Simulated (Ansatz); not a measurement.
Here is an unrelaxed guess for Nb2B.

```cif
data_structure
_symmetry_space_group_name_H-M 'R-3m:H'
_symmetry_Int_Tables_number 166
_cell_length_a 3.0566
_cell_length_b 3.0566
_cell_length_c 15.3186
_cell_angle_alpha 90.000
_cell_angle_beta 90.000
_cell_angle_gamma 120.000
_cell_volume 123.95
loop_
_atom_site_label
_atom_site_type_symbol
_atom_site_symmetry_multiplicity
_atom_site_Wyckoff_symbol
_atom_site_fract_x
_atom_site_fract_y
_atom_site_fract_z
_atom_site_occupancy
Nb1 Nb 6 c 0.33333 0.66667 0.90749 1
B1 B 3 b 0.66667 0.33333 0.83333 1
```

All numbers below come from DFT PBE, scalar-relativistic, plane waves, PAW (Ansatz 0.2.0). Settings: cutoff 420 eV, Γ-centred mesh 6×6×6 on the computed 3-atom cell, Gaussian smearing of 0.10 eV; no spin polarisation.

Energies over the elements count from the elements' standard structures at the same level, with no fitted energy shifts.

Question: Estimate its pressure, forces and energy as it stands.

Answer: The pressure is 37.9 GPa (the mean over three directions, positive in compression), the largest force is 4.54 eV/Å, and the energy is +0.07 eV/atom against the elements. The shortest distance is 2.10 Å.

Question: How much does it gain on relaxing, and where does it end?

Answer: Relaxing gains about 0.36 eV/atom (the start's value is from the coarse mesh, so the gain is rough) in 11 ionic steps and ends at −0.29 eV/atom on the finer mesh. The symmetry stays R-3m (No. 166). The end has the anti-cadmium chloride type. The volume per atom grows by 9.2 %, from 13.8 to 15.0 Å³. The shortest distance goes from 2.10 Å (Nb–B) to 2.25 Å (Nb–B). The ratio c/a of the conventional cell changes by a factor of 0.88. Conventional cell: a = 3.283 Å, c = 14.505 Å. Around Nb lie 3 B at 2.25 Å, 6 Nb at 3.07–3.08 Å and 6 Nb at 3.28 Å; B has 6 Nb at 2.25 Å.

The last run used an 18×18×18 mesh for its 3-atom cell and Gaussian smearing of 0.10 eV. The relaxation can't lower the symmetry of the start. Symmetry constrained the relaxation, so the result can be a saddle point.
